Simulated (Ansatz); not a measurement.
Sm3O: start and end of a relaxation

Recipe of this trial structure of Sm3O: random cell by space group and Wyckoff sites (P6/mmm, No. 191). Its size is a rough estimate.

start.cif

```cif
data_structure
_symmetry_space_group_name_H-M 'P6/mmm'
_symmetry_Int_Tables_number 191
_cell_length_a 5.3419
_cell_length_b 5.3419
_cell_length_c 4.1920
_cell_angle_alpha 90.000
_cell_angle_beta 90.000
_cell_angle_gamma 120.000
_cell_volume 103.60
loop_
_atom_site_label
_atom_site_type_symbol
_atom_site_symmetry_multiplicity
_atom_site_Wyckoff_symbol
_atom_site_fract_x
_atom_site_fract_y
_atom_site_fract_z
_atom_site_occupancy
Sm1 Sm 3 f 0.50000 0.00000 0.00000 1
O1 O 1 a 0.00000 0.00000 0.00000 1
```

Computed with Ansatz 0.2.0, DFT PBE, scalar-relativistic, plane waves, PAW, and for the lanthanide a 4f-in-core norm-conserving potential. Cutoff 690 eV, Gaussian smearing, Γ-centred meshes. Cell and atoms relax first on a coarse mesh and then on a finer one. In between, the cell is made exact in the group found at 0.06 Å. In metals the finer mesh still leaves noise of several meV/atom or more. The steps can't lower the symmetry of their start. No spin polarisation.

end.cif

```cif
data_structure
_symmetry_space_group_name_H-M 'P6/mmm'
_symmetry_Int_Tables_number 191
_cell_length_a 5.8445
_cell_length_b 5.8445
_cell_length_c 3.5940
_cell_angle_alpha 90.000
_cell_angle_beta 90.000
_cell_angle_gamma 120.000
_cell_volume 106.32
loop_
_atom_site_label
_atom_site_type_symbol
_atom_site_symmetry_multiplicity
_atom_site_Wyckoff_symbol
_atom_site_fract_x
_atom_site_fract_y
_atom_site_fract_z
_atom_site_occupancy
Sm1 Sm 3 f 0.50000 0.00000 0.00000 1
O1 O 1 a 0.00000 0.00000 0.00000 1
```

The symmetry stays P6/mmm (No. 191). The volume per atom grows by 2.6 %, from 25.9 to 26.6 Å³. The shortest distance goes from 2.67 Å (Sm–O and Sm–Sm) to 2.92 Å (Sm–O and Sm–Sm). The ratio c/a of the conventional cell changes by a factor of 0.78. The energy falls by about 0.31 eV/atom (the start's value is from the coarse mesh).

For Sm3O, the volume per atom is 26.58 Å³. The density is 7.30 g/cm³, the energy over the elements is +0.11 eV/atom and the gap on the 12×12×14 mesh of the 4-atom cell is 0 eV (a metal).

Formation energies are uncorrected and refer to the elements' standard structures at the same level (O₂ as a molecule). It can't be a ground state, since the elements alone are lower.

The last run used Gaussian smearing of 0.10 eV. An odd number of valence electrons (the lanthanide is held trivalent, its 4f shell in the core) allows no gap without spin; another valence of the lanthanide, a larger cell or a magnetic state could open one. The cell is a metal run without spin; a magnetic state may lie lower. A structure relaxed within its symmetry needn't be a true minimum. In all, the 4 runs took 4.7 min on 1 thread of Intel(R) Xeon(R) Processor @ 2.70GHz (shared host). Another cell of Sm3O relaxed alike, in I4/mmm, lies 158 meV/atom lower, so this cell isn't the stable form at this level.

The lanthanide is trivalent by construction, without f bands, f moments or other valences. The reference runs of the other elements, and any phases without the lanthanide, used 420 eV, which shifts energies against them by under 10 meV/atom. The lanthanide's reference is the lowest of its hcp, dhcp and fcc cells.
